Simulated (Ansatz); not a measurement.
# Band table of ScGa3

```
Sc Ga
1.0
     4.09500    0.00000    0.00000
     0.00000    4.09500    0.00000
     0.00000    0.00000    4.05405
Sc Ga
1 3
Cartesian
  0.0000 0.0000 0.0000
  0.0000 2.0475 2.0270
  2.0475 0.0000 2.0270
  2.0475 2.0475 0.0000
```

Atom numbers follow the list: Sc1, Ga2, Ga3, Ga4.

The cell comes from COD entry 1523115, which wasn't checked; take it as a given geometry. The listed cell was then made from it by scaling, straining or moving an atom.

All numbers below come from DFT, LDA, all-electron LAPW, scalar-relativistic in Ansatz 0.2.0.

Sampling and basis: a Γ-centred 9×9×9 k mesh, Fermi–Dirac smearing of 0.05 eV, basis error target 1 meV/atom, no spin polarisation.

Path points, in fractions of the reciprocal vectors: Γ (0.000, 0.000, 0.000), X (0.000, 0.500, 0.000), M (0.500, 0.500, 0.000), Z (0.000, 0.000, 0.500), R (0.000, 0.500, 0.500), A (0.500, 0.500, 0.500). Levels in eV from the Fermi level; bands 17 to 43, counted from the lowest band of the run. The gap is zero.

```
# k(1/Å) point b17 b18 b19 b20 b21 b22 b23 b24 b25 b26 b27 b28 b29 b30 b31 b32 b33 b34 b35 b36 b37 b38 b39 b40 b41 b42 b43
0.000 Γ -15.18 -15.16 -15.16 -15.15 -15.02 -15.02 -14.88 -14.88 -14.88 -14.82 -14.82 -14.70 -14.69 -14.69 -14.69 -10.99 -3.29 -3.16 -1.98 -1.98 -1.84 1.69 1.72 1.72 3.12 3.43 3.47
0.153 - -15.17 -15.15 -15.15 -15.14 -15.02 -15.01 -14.89 -14.88 -14.88 -14.82 -14.82 -14.71 -14.70 -14.70 -14.69 -10.90 -4.04 -3.11 -1.95 -1.82 -1.34 1.62 1.65 1.73 2.77 3.36 3.67
0.307 - -15.15 -15.15 -15.12 -15.11 -15.01 -14.99 -14.89 -14.88 -14.88 -14.84 -14.82 -14.74 -14.73 -14.72 -14.69 -10.63 -5.26 -2.88 -1.87 -1.75 -0.49 1.48 1.52 1.68 1.76 3.44 4.73
0.460 - -15.14 -15.11 -15.07 -15.07 -15.00 -14.96 -14.90 -14.88 -14.88 -14.87 -14.82 -14.79 -14.79 -14.75 -14.69 -10.18 -6.45 -2.50 -1.79 -1.67 0.33 0.60 1.40 1.47 1.79 3.42 4.70
0.614 - -15.13 -15.08 -15.02 -15.01 -14.99 -14.92 -14.91 -14.90 -14.89 -14.89 -14.84 -14.83 -14.82 -14.77 -14.69 -9.58 -7.51 -1.95 -1.72 -1.62 -0.39 1.19 1.42 1.53 1.81 3.14 4.18
0.767 X -15.13 -15.06 -14.98 -14.97 -14.97 -14.92 -14.92 -14.92 -14.91 -14.90 -14.85 -14.85 -14.82 -14.78 -14.69 -9.13 -8.12 -1.70 -1.60 -1.31 -1.19 1.46 1.58 1.81 1.82 2.63 3.95
0.921 - -15.12 -15.06 -14.98 -14.98 -14.97 -14.92 -14.92 -14.92 -14.91 -14.90 -14.85 -14.85 -14.83 -14.78 -14.70 -9.06 -8.02 -2.77 -1.52 -1.41 -0.31 0.96 1.13 1.92 2.47 2.56 3.84
1.074 - -15.10 -15.05 -15.00 -14.97 -14.97 -14.92 -14.92 -14.91 -14.91 -14.90 -14.85 -14.84 -14.84 -14.78 -14.73 -8.83 -7.74 -3.99 -2.12 -1.30 0.38 0.67 0.99 2.02 2.26 3.48 3.51
1.227 - -15.06 -15.03 -15.01 -14.97 -14.96 -14.92 -14.92 -14.91 -14.90 -14.90 -14.86 -14.84 -14.82 -14.79 -14.77 -8.45 -7.32 -5.10 -3.07 -0.95 -0.06 1.28 1.31 2.11 2.31 2.92 4.53
1.381 - -15.03 -15.02 -15.02 -14.96 -14.95 -14.92 -14.92 -14.92 -14.90 -14.89 -14.87 -14.84 -14.82 -14.81 -14.80 -7.97 -6.82 -6.05 -3.94 -0.59 -0.32 1.47 1.81 2.17 2.37 2.83 3.84
1.534 M -15.03 -15.03 -15.00 -14.96 -14.94 -14.93 -14.93 -14.92 -14.90 -14.90 -14.87 -14.84 -14.83 -14.81 -14.81 -7.61 -6.55 -6.55 -4.35 -0.41 -0.41 1.48 2.11 2.19 2.21 3.35 3.35
1.751 - -15.04 -15.03 -15.00 -14.97 -14.97 -14.95 -14.92 -14.90 -14.88 -14.88 -14.87 -14.84 -14.82 -14.80 -14.79 -8.33 -6.41 -6.20 -3.56 -0.71 -0.27 1.11 1.95 2.01 2.58 3.12 3.58
1.968 - -15.08 -15.08 -15.04 -15.02 -14.98 -14.93 -14.92 -14.89 -14.88 -14.85 -14.85 -14.84 -14.81 -14.76 -14.75 -9.40 -5.96 -5.53 -1.98 -1.20 -0.03 0.14 1.62 2.52 3.08 3.08 3.67
2.185 - -15.12 -15.12 -15.10 -15.08 -14.99 -14.97 -14.91 -14.88 -14.87 -14.85 -14.83 -14.79 -14.75 -14.72 -14.72 -10.26 -5.21 -4.62 -1.58 -1.27 0.08 0.69 0.76 2.51 2.60 3.25 4.05
2.402 - -15.16 -15.15 -15.14 -15.13 -15.02 -15.00 -14.89 -14.88 -14.88 -14.83 -14.82 -14.72 -14.70 -14.70 -14.69 -10.81 -4.18 -3.65 -1.78 -1.77 -0.85 1.38 1.40 1.93 2.78 3.28 3.75
2.619 Γ -15.18 -15.16 -15.16 -15.15 -15.02 -15.02 -14.88 -14.88 -14.88 -14.82 -14.82 -14.70 -14.69 -14.69 -14.69 -10.99 -3.29 -3.16 -1.98 -1.98 -1.84 1.69 1.72 1.72 3.12 3.43 3.47
2.774 - -15.17 -15.15 -15.15 -15.15 -15.02 -15.01 -14.89 -14.88 -14.88 -14.82 -14.82 -14.71 -14.70 -14.70 -14.69 -10.90 -3.93 -3.21 -1.95 -1.95 -1.24 1.64 1.64 1.70 2.81 3.27 3.75
2.929 - -15.15 -15.14 -15.12 -15.12 -15.01 -14.99 -14.89 -14.88 -14.88 -14.84 -14.82 -14.73 -14.73 -14.72 -14.69 -10.62 -5.16 -2.97 -1.87 -1.87 -0.42 1.48 1.48 1.70 1.73 3.34 4.87
3.084 - -15.13 -15.11 -15.07 -15.07 -14.99 -14.96 -14.90 -14.88 -14.88 -14.87 -14.82 -14.79 -14.79 -14.75 -14.69 -10.16 -6.38 -2.58 -1.77 -1.77 0.39 0.58 1.40 1.40 1.76 3.36 4.77
3.239 - -15.12 -15.07 -15.02 -15.02 -14.98 -14.93 -14.91 -14.90 -14.89 -14.89 -14.84 -14.84 -14.82 -14.77 -14.69 -9.55 -7.46 -2.02 -1.71 -1.71 -0.43 1.25 1.44 1.44 1.79 3.13 4.20
3.394 Z -15.12 -15.06 -14.97 -14.97 -14.97 -14.93 -14.93 -14.92 -14.91 -14.91 -14.85 -14.85 -14.82 -14.78 -14.69 -9.08 -8.09 -1.69 -1.69 -1.38 -1.22 1.48 1.48 1.80 1.93 2.59 3.95
3.548 - -15.11 -15.05 -14.98 -14.97 -14.97 -14.93 -14.93 -14.92 -14.91 -14.90 -14.85 -14.85 -14.83 -14.78 -14.70 -9.00 -7.99 -2.77 -1.61 -1.43 -0.38 0.90 1.13 2.03 2.42 2.50 3.82
3.701 - -15.09 -15.04 -15.00 -14.97 -14.97 -14.93 -14.92 -14.92 -14.91 -14.90 -14.84 -14.84 -14.84 -14.78 -14.73 -8.78 -7.72 -3.96 -2.12 -1.38 0.33 0.56 0.95 2.12 2.20 3.43 3.44
3.855 - -15.06 -15.03 -15.02 -14.96 -14.96 -14.93 -14.92 -14.91 -14.91 -14.90 -14.85 -14.84 -14.82 -14.79 -14.77 -8.40 -7.29 -5.07 -3.07 -1.04 -0.10 1.15 1.23 2.20 2.26 2.86 4.45
4.008 - -15.03 -15.03 -15.02 -14.96 -14.95 -14.92 -14.92 -14.92 -14.90 -14.89 -14.87 -14.83 -14.82 -14.81 -14.80 -7.92 -6.79 -6.00 -3.94 -0.67 -0.36 1.31 1.79 2.26 2.28 2.76 3.74
4.161 R -15.04 -15.03 -15.00 -14.96 -14.94 -14.92 -14.92 -14.92 -14.90 -14.89 -14.86 -14.84 -14.83 -14.81 -14.81 -7.58 -6.52 -6.50 -4.35 -0.49 -0.45 1.32 2.02 2.21 2.30 3.20 3.21
4.315 - -15.04 -15.03 -15.02 -14.98 -14.95 -14.94 -14.93 -14.90 -14.89 -14.89 -14.88 -14.83 -14.81 -14.79 -14.79 -7.48 -6.46 -6.44 -4.25 -0.79 -0.76 0.04 2.24 2.32 3.05 3.33 3.34
4.468 - -15.05 -15.04 -15.04 -15.02 -14.98 -14.97 -14.93 -14.91 -14.88 -14.88 -14.88 -14.84 -14.77 -14.76 -14.76 -7.20 -6.30 -6.29 -3.97 -1.46 -1.45 -1.44 2.29 2.37 3.49 3.51 3.53
4.622 - -15.06 -15.06 -15.05 -15.04 -14.99 -14.98 -14.96 -14.89 -14.88 -14.87 -14.86 -14.84 -14.74 -14.74 -14.73 -6.74 -6.06 -6.06 -3.58 -2.77 -2.21 -2.19 2.37 2.44 3.59 3.60 3.63
4.775 - -15.07 -15.07 -15.07 -15.06 -15.00 -14.99 -14.98 -14.88 -14.88 -14.87 -14.84 -14.84 -14.72 -14.72 -14.71 -6.15 -5.83 -5.82 -3.89 -3.20 -2.80 -2.77 2.42 2.50 2.73 3.61 3.64
4.929 A -15.08 -15.08 -15.07 -15.07 -15.00 -14.99 -14.99 -14.88 -14.87 -14.87 -14.84 -14.84 -14.71 -14.71 -14.71 -5.72 -5.72 -5.70 -4.50 -3.03 -3.03 -2.99 2.37 2.46 2.52 3.61 3.66
5.146 - -15.08 -15.06 -15.06 -15.05 -15.00 -14.99 -14.97 -14.89 -14.88 -14.87 -14.85 -14.84 -14.73 -14.72 -14.71 -6.62 -5.96 -5.56 -3.73 -2.95 -2.93 -2.43 2.47 2.51 2.84 3.54 3.72
5.363 - -15.08 -15.04 -15.02 -15.01 -15.00 -14.99 -14.92 -14.92 -14.89 -14.86 -14.85 -14.84 -14.79 -14.76 -14.72 -7.68 -6.63 -5.07 -3.10 -2.62 -2.45 -0.81 2.34 2.57 2.92 3.12 4.04
5.580 - -15.08 -15.02 -15.01 -14.98 -14.98 -14.96 -14.96 -14.90 -14.88 -14.86 -14.86 -14.85 -14.81 -14.80 -14.73 -8.46 -7.37 -4.24 -2.51 -2.13 -1.40 0.97 2.04 2.15 2.40 2.67 4.68
5.797 - -15.10 -15.05 -14.98 -14.97 -14.97 -14.94 -14.93 -14.91 -14.91 -14.90 -14.85 -14.84 -14.83 -14.78 -14.71 -8.93 -7.90 -3.07 -1.95 -1.54 0.08 0.27 1.85 1.98 2.17 2.40 4.11
6.014 Z -15.12 -15.06 -14.97 -14.97 -14.97 -14.93 -14.93 -14.92 -14.91 -14.91 -14.85 -14.85 -14.82 -14.78 -14.69 -9.08 -8.09 -1.69 -1.69 -1.38 -1.22 1.48 1.48 1.80 1.93 2.59 3.95
6.232 - -15.11 -15.07 -15.02 -15.01 -14.98 -14.92 -14.92 -14.90 -14.89 -14.88 -14.84 -14.84 -14.82 -14.77 -14.70 -9.47 -7.37 -2.98 -1.63 -1.34 -0.27 0.90 1.16 1.58 2.41 2.97 4.08
6.450 - -15.10 -15.10 -15.06 -15.05 -14.98 -14.94 -14.92 -14.88 -14.87 -14.86 -14.83 -14.83 -14.79 -14.74 -14.73 -9.80 -6.08 -4.53 -1.54 -1.29 -0.37 0.45 1.34 2.21 2.79 3.21 3.93
6.668 - -15.11 -15.10 -15.05 -15.05 -14.98 -14.94 -14.92 -14.88 -14.87 -14.86 -14.83 -14.83 -14.79 -14.74 -14.73 -9.81 -6.14 -4.46 -1.54 -1.27 -0.36 0.45 1.34 2.26 2.80 3.15 3.98
6.886 - -15.12 -15.07 -15.02 -15.01 -14.98 -14.92 -14.92 -14.90 -14.89 -14.88 -14.84 -14.83 -14.82 -14.77 -14.70 -9.50 -7.42 -2.90 -1.65 -1.29 -0.23 0.89 1.19 1.57 2.42 2.96 4.11
7.104 X -15.13 -15.06 -14.98 -14.97 -14.97 -14.92 -14.92 -14.92 -14.91 -14.90 -14.85 -14.85 -14.82 -14.78 -14.69 -9.13 -8.12 -1.70 -1.60 -1.31 -1.19 1.46 1.58 1.81 1.82 2.63 3.95
```
